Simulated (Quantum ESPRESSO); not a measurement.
Simulation results for HfInSiO$_{5}$F (made-up cell, one site empty)

All values are calculated (Quantum ESPRESSO 7.5). Calculation on a made-up crystal cell, not a measurement, run twice, once with a planted mistake found by running each candidate: periodic Kohn-Sham density functional theory in plane waves with PseudoDojo standard norm-conserving scalar-relativistic pseudopotentials, each functional with its own files (v0.5 for PBE, v0.4.1 for LDA and PBEsol), no spin polarisation, no spin-orbit coupling, atoms not relaxed, stress positive in tension, energies less a fixed whole-eV offset for each atom's element; levels are Kohn-Sham levels at fractions of this cell's reciprocal vectors, counted from the reference band (half the neutral cell's valence electrons, rounded up) at Gamma; error bars cover cutoff and k-mesh only, not smearing or the files; each bar is the largest change over components, and at least 0.002 eV, 0.002 eV per angstrom or 0.02 GPa; a charged cell sits in a uniform background, with energy and stress on this program's zero of potential; no dispersion term; energies are for the whole cell, and the offsets were chosen from early runs and are not element reference energies; a distance is the largest change of any value in units of its error bar (the energy's for the smearing term), a scale change is of lengths, and a coarse mesh keeps the half-step shift.

Common to all runs: lattice type corundum; empty site 1; intended functional pbe; intended cutoff 1143 eV; intended fermi dirac smearing 0.025 eV; intended scf tolerance 1e-07 eV; intended electrons removed 0; healthy free energy less offsets 11.267 eV; healthy scf iterations 13; healthy smearing term minus ts 0 eV; healthy pressure 12.9 GPa; healthy stress xx -4.61 GPa; healthy stress yy -14.22 GPa; healthy stress zz -19.88 GPa; healthy stress yz -5.62 GPa; healthy stress xz 2.96 GPa; healthy stress xy 2.67 GPa; candidate k points along each vector 2; candidate cutoff 609 eV; candidate smearing 0.54 eV; candidate functional pbesol; candidate scf tolerance 0.7 eV; candidate electrons removed -1; candidate scale change 1.64 percent; candidate first exchanged site 2; candidate second exchanged site 4; intended k mesh 5 x 5 x 5, shifted by half a step; structure shown as intended, without the mistake.

Notes on all entries: the hafnium pseudopotential is less sure than the others, with forces about 3 percent (worst 6) and pressure in oxides about 1.5 GPa (worst 2.7) from a second method in checks, which the error bars do not cover.

(1) HfInSiO$_{5}$F (made-up cell, one site empty)

Intended structure:
```
CELL_PARAMETERS angstrom
2.55210 1.47340 4.56080
-2.55210 1.47340 4.56080
0.00000 -2.94690 4.56080
ATOMIC_POSITIONS crystal
Si 0.14799 0.15564 0.13956
In 0.65841 0.63537 0.65043
Hf 0.86351 0.85089 0.83837
O 0.55432 0.94545 0.24526
O 0.25160 0.55985 0.94254
O 0.94150 0.24721 0.56040
O 0.44461 0.05987 0.74624
O 0.75138 0.44512 0.05780
F 0.05516 0.74573 0.44757
```

- faulty free energy less offsets: 11.275 eV
- faulty scf iterations: 13
- faulty smearing term minus ts: 0 eV
- faulty pressure: 12.92 GPa
- faulty stress xx: -4.6 GPa
- faulty stress yy: -14.35 GPa
- faulty stress zz: -19.81 GPa
- faulty stress yz: -5.61 GPa
- faulty stress xz: 2.96 GPa
- faulty stress xy: 2.71 GPa
- fault kind: coarse kmesh
- other mistakes compared: 7
- distance from healthy: 20.73 error bars
- distance from nearest other mistake: 251.7 error bars
- healthy error bar energy: 0.002369 eV
- healthy error bar stress: 0.03215 GPa
- healthy error bar force: 0.002 eV/Å

Atoms:
```csv
atoms element,atom site,atom energy offset (eV)
Si,2,-115
In,3,-1808
Hf,4,-1535
O,5,-452
O,6,-452
O,7,-452
O,8,-452
O,9,-452
F,10,-677
```

Healthy forces:
```csv
site,x (eV/Å),y (eV/Å),z (eV/Å)
2,-0.618,3.282,2.456
3,-2.226,-0.628,-2.225
4,-1.539,-3.09,3.576
5,-1.659,0.92,-2.587
6,0.02,-2.856,-2.808
7,2.998,2.448,-2.961
8,-2.128,-3.14,1.729
9,4.59,-0.866,2.035
10,0.561,3.931,0.787
```

Faulty forces:
```csv
site,x (eV/Å),y (eV/Å),z (eV/Å)
2,-0.627,3.283,2.469
3,-2.229,-0.633,-2.233
4,-1.545,-3.095,3.609
5,-1.684,0.892,-2.57
6,0.052,-2.864,-2.799
7,2.987,2.485,-2.949
8,-2.111,-3.178,1.688
9,4.614,-0.838,2.011
10,0.542,3.947,0.774
```

Candidate mistake: coarse kmesh, low cutoff, wide smearing, wrong functional, loose scf, wrong charge, cell scaled, atoms exchanged

(2) HfInSiO$_{5}$F (made-up cell, one site empty)

Structure as in entry 1.

- faulty free energy less offsets: 22.238 eV
- faulty scf iterations: 11
- faulty smearing term minus ts: 0 eV
- faulty pressure: -63.83 GPa
- faulty stress xx: 72.02 GPa
- faulty stress yy: 62.26 GPa
- faulty stress zz: 57.21 GPa
- faulty stress yz: -5.55 GPa
- faulty stress xz: 3.17 GPa
- faulty stress xy: 2.42 GPa
- fault kind: low cutoff
- other mistakes compared: 7
- distance from healthy: 4630 error bars
- distance from nearest other mistake: 2193 error bars
- healthy error bar energy: 0.002369 eV
- healthy error bar stress: 0.03215 GPa
- healthy error bar force: 0.002 eV/Å

Atoms:
```csv
atoms element,atom site,atom energy offset (eV)
Si,2,-115
In,3,-1808
Hf,4,-1535
O,5,-452
O,6,-452
O,7,-452
O,8,-452
O,9,-452
F,10,-677
```

Healthy forces:
```csv
site,x (eV/Å),y (eV/Å),z (eV/Å)
2,-0.618,3.282,2.456
3,-2.226,-0.628,-2.225
4,-1.539,-3.09,3.576
5,-1.659,0.92,-2.587
6,0.02,-2.856,-2.808
7,2.998,2.448,-2.961
8,-2.128,-3.14,1.729
9,4.59,-0.866,2.035
10,0.561,3.931,0.787
```

Faulty forces:
```csv
site,x (eV/Å),y (eV/Å),z (eV/Å)
2,-0.614,3.278,2.462
3,-2.192,-0.599,-2.21
4,-1.558,-3.146,3.491
5,-1.591,0.866,-2.561
6,0.069,-2.815,-2.73
7,2.949,2.5,-2.936
8,-2.205,-3.096,1.735
9,4.56,-0.916,2.029
10,0.582,3.929,0.719
```

Candidate mistake: coarse kmesh, low cutoff, wide smearing, wrong functional, loose scf, wrong charge, cell scaled, atoms exchanged

(3) HfInSiO$_{5}$F (made-up cell, one site empty)

Structure as in entry 1.

- faulty free energy less offsets: 11.079 eV
- faulty scf iterations: 13
- faulty smearing term minus ts: -0.759 eV
- faulty pressure: 14.71 GPa
- faulty stress xx: -7.11 GPa
- faulty stress yy: -16.06 GPa
- faulty stress zz: -20.97 GPa
- faulty stress yz: -5.4 GPa
- faulty stress xz: 2.88 GPa
- faulty stress xy: 2.5 GPa
- fault kind: wide smearing
- other mistakes compared: 7
- distance from healthy: 320.3 error bars
- distance from nearest other mistake: 320.3 error bars
- healthy error bar energy: 0.002369 eV
- healthy error bar stress: 0.03215 GPa
- healthy error bar force: 0.002 eV/Å

Atoms:
```csv
atoms element,atom site,atom energy offset (eV)
Si,2,-115
In,3,-1808
Hf,4,-1535
O,5,-452
O,6,-452
O,7,-452
O,8,-452
O,9,-452
F,10,-677
```

Healthy forces:
```csv
site,x (eV/Å),y (eV/Å),z (eV/Å)
2,-0.618,3.282,2.456
3,-2.226,-0.628,-2.225
4,-1.539,-3.09,3.576
5,-1.659,0.92,-2.587
6,0.02,-2.856,-2.808
7,2.998,2.448,-2.961
8,-2.128,-3.14,1.729
9,4.59,-0.866,2.035
10,0.561,3.931,0.787
```

Faulty forces:
```csv
site,x (eV/Å),y (eV/Å),z (eV/Å)
2,-0.649,3.159,2.253
3,-2.162,-0.567,-2.115
4,-1.516,-2.967,3.412
5,-1.531,0.929,-2.425
6,0.031,-2.792,-2.707
7,2.867,2.304,-2.754
8,-1.995,-2.863,1.68
9,4.24,-0.791,1.982
10,0.717,3.587,0.671
```

Candidate mistake: coarse kmesh, low cutoff, wide smearing, wrong functional, loose scf, wrong charge, cell scaled, atoms exchanged

(4) HfInSiO$_{5}$F (made-up cell, one site empty)

Structure as in entry 1.

* faulty free energy less offsets: 11.425 eV
* faulty scf iterations: 4
* faulty smearing term minus ts: 0 eV
* faulty pressure: 17.9 GPa
* faulty stress xx: -9.18 GPa
* faulty stress yy: -19.76 GPa
* faulty stress zz: -24.77 GPa
* faulty stress yz: -6.11 GPa
* faulty stress xz: 3 GPa
* faulty stress xy: 2.15 GPa
* fault kind: loose scf
* other mistakes compared: 7
* distance from healthy: 255.4 error bars
* distance from nearest other mistake: 251.7 error bars
* healthy error bar energy: 0.002369 eV
* healthy error bar stress: 0.03215 GPa
* healthy error bar force: 0.002 eV/Å

Atoms:
```csv
atoms element,atom site,atom energy offset (eV)
Si,2,-115
In,3,-1808
Hf,4,-1535
O,5,-452
O,6,-452
O,7,-452
O,8,-452
O,9,-452
F,10,-677
```

Healthy forces:
```csv
site,x (eV/Å),y (eV/Å),z (eV/Å)
2,-0.618,3.282,2.456
3,-2.226,-0.628,-2.225
4,-1.539,-3.09,3.576
5,-1.659,0.92,-2.587
6,0.02,-2.856,-2.808
7,2.998,2.448,-2.961
8,-2.128,-3.14,1.729
9,4.59,-0.866,2.035
10,0.561,3.931,0.787
```

Faulty forces:
```csv
site,x (eV/Å),y (eV/Å),z (eV/Å)
2,-0.643,3.303,2.503
3,-2.314,-0.761,-2.736
4,-1.527,-3.069,3.494
5,-1.635,0.749,-2.505
6,0.338,-2.833,-2.584
7,2.746,2.675,-2.743
8,-2.149,-3.195,1.742
9,4.686,-0.816,2.01
10,0.497,3.947,0.819
```

Candidate mistake: coarse kmesh, low cutoff, wide smearing, wrong functional, loose scf, wrong charge, cell scaled, atoms exchanged

(5) HfInSiO$_{5}$F (made-up cell, one site empty)

Structure as in entry 1.

* faulty free energy less offsets: 22.478 eV
* faulty scf iterations: 13
* faulty smearing term minus ts: -0.008 eV
* faulty pressure: 45.8 GPa
* faulty stress xx: -40.35 GPa
* faulty stress yy: -47.39 GPa
* faulty stress zz: -49.68 GPa
* faulty stress yz: -5.06 GPa
* faulty stress xz: 2.99 GPa
* faulty stress xy: 2.31 GPa
* fault kind: wrong charge
* other mistakes compared: 7
* distance from healthy: 4731 error bars
* distance from nearest other mistake: 1312 error bars
* healthy error bar energy: 0.002369 eV
* healthy error bar stress: 0.03215 GPa
* healthy error bar force: 0.002 eV/Å

Atoms:
```csv
atoms element,atom site,atom energy offset (eV)
Si,2,-115
In,3,-1808
Hf,4,-1535
O,5,-452
O,6,-452
O,7,-452
O,8,-452
O,9,-452
F,10,-677
```

Healthy forces:
```csv
site,x (eV/Å),y (eV/Å),z (eV/Å)
2,-0.618,3.282,2.456
3,-2.226,-0.628,-2.225
4,-1.539,-3.09,3.576
5,-1.659,0.92,-2.587
6,0.02,-2.856,-2.808
7,2.998,2.448,-2.961
8,-2.128,-3.14,1.729
9,4.59,-0.866,2.035
10,0.561,3.931,0.787
```

Faulty forces:
```csv
site,x (eV/Å),y (eV/Å),z (eV/Å)
2,-0.76,3.157,1.423
3,-2.146,-0.469,-1.596
4,-1.936,-3.041,2.901
5,-0.555,1.221,-1.803
6,-0.241,-2.301,-2.389
7,2.347,1.355,-1.878
8,-1.179,-1.735,1.537
9,2.786,-0.236,1.778
10,1.685,2.048,0.027
```

Candidate mistake: coarse kmesh, low cutoff, wide smearing, wrong functional, loose scf, wrong charge, cell scaled, atoms exchanged

(6) HfInSiO$_{5}$F (made-up cell, one site empty)

Structure as in entry 1.

* faulty free energy less offsets: 10.047 eV
* faulty scf iterations: 13
* faulty smearing term minus ts: 0 eV
* faulty pressure: 9.98 GPa
* faulty stress xx: -5.14 GPa
* faulty stress yy: -11.39 GPa
* faulty stress zz: -13.4 GPa
* faulty stress yz: -0.28 GPa
* faulty stress xz: 1.25 GPa
* faulty stress xy: -2.31 GPa

Atoms:
```csv
atoms element,atom site,atom energy offset (eV)
Si,2,-115
In,3,-1808
Hf,4,-1535
O,5,-452
O,6,-452
O,7,-452
O,8,-452
O,9,-452
F,10,-677
```

Healthy forces:
```csv
site,x (eV/Å),y (eV/Å),z (eV/Å)
2,-0.618,3.282,2.456
3,-2.226,-0.628,-2.225
4,-1.539,-3.09,3.576
5,-1.659,0.92,-2.587
6,0.02,-2.856,-2.808
7,2.998,2.448,-2.961
8,-2.128,-3.14,1.729
9,4.59,-0.866,2.035
10,0.561,3.931,0.787
```

Faulty forces:
```csv
site,x (eV/Å),y (eV/Å),z (eV/Å)
2,0.233,1.738,1.331
3,-2.377,-0.405,-1.112
4,-1.829,-2.792,2.267
5,1.951,3.399,-1.662
6,-4.804,-1.18,-3.161
7,4.724,-2.976,-3.438
8,2.258,0.33,1.987
9,-0.962,1.833,2.067
10,0.805,0.053,1.722
```

Candidate mistake: coarse kmesh, low cutoff, wide smearing, wrong functional, loose scf, wrong charge, cell scaled, atoms exchanged

Question: HfInSiO$_{5}$F (made-up cell, one site empty) (entry 6): fault kind?
Answer: atoms exchanged

Further results for HfInSiO$_{5}$F (made-up cell, one site empty) (entry 6):

* other mistakes compared: 7
* distance from healthy: 2776 error bars
* distance from nearest other mistake: 2580 error bars
* healthy error bar energy: 0.002369 eV
* healthy error bar stress: 0.03215 GPa
* healthy error bar force: 0.002 eV/Å
